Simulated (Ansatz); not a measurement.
The start is a generated trial cell of Co2Si in the AFLOW prototype AB2_hP3_191_a_d (C32, as in AlB2). The cell and all atomic positions are relaxed at zero pressure with r2SCAN (plane waves to 500 eV, PAW, scalar-relativistic; Ansatz, a quantum-chemistry and plane-wave program). The first steps use a coarse 8×8×7 k-mesh.

Input geometry:
```
CELL_PARAMETERS angstrom
      3.24351     0.00000     0.00000
     -1.62176     2.80897     0.00000
      0.00000     0.00000     3.51195
ATOMIC_POSITIONS crystal
  Si 0.00000 0.00000 0.00000
  Co 0.33333 0.66667 0.50000
  Co 0.66667 0.33333 0.50000
```
Spin-polarised start, with parallel moments on Co.

Question: How much energy is released per atom?

Answer: About 1.3 eV/atom.

Question: How does the volume change?

Answer: +2.6 %, from 10.67 to 10.94 Å³/atom.

Question: How do the shortest distances between atoms change?

Answer: The closest pairs of elements (up to four, under 3.6 Å), start → end: Co–Co 1.87 → 2.26 Å; Si–Si 3.24 → 2.48 Å; Co–Si 2.57 → 2.58 Å.

Question: What band gap does the relaxed structure have at this level?

Answer: No gap (metallic).

Question: What magnetic moments remain?

Answer: Net 0.92 μB/atom, ferromagnetic.

Question: Give the final cell and atomic positions.

Answer: 
Space group P6/mmm (No. 191); a = 3.912 Å, b = 3.912 Å, c = 2.476 Å, α = 90.00°, β = 90.00°, γ = 120.00°

| atom | site | symmetry | x | y | z |
|---|---|---|---|---|---|
| Si | 1a | 6/mmm | 0.0000 | 0.0000 | 0.0000 |
| Co | 2d | -6m2 | 0.3333 | 0.6667 | 0.5000 |

The space group stays P6/mmm (No. 191) (the run could not lower it), with 3 atoms in the primitive magnetic cell. Final values are on a 14×14×19 k-mesh of the relaxed cell. The start holds a very short contact (Co–Co 1.87 Å). Spin state reached: ferromagnetic (net 0.92 μB/atom), from parallel starting moments; other spin orders were not run from this start. r2SCAN tends to overstate moments in metals.

The run could not lose the symmetry of its start: the end is stationary, and may be a saddle point rather than a minimum.

All atoms sit on sites fixed by symmetry, so only the cell could relax.

The relaxed structure here is a generated cell of Co2Si: the first start was made by placing the elements on the sites of a structure type, and the end was not matched to a known phase here, so it may be hypothetical.
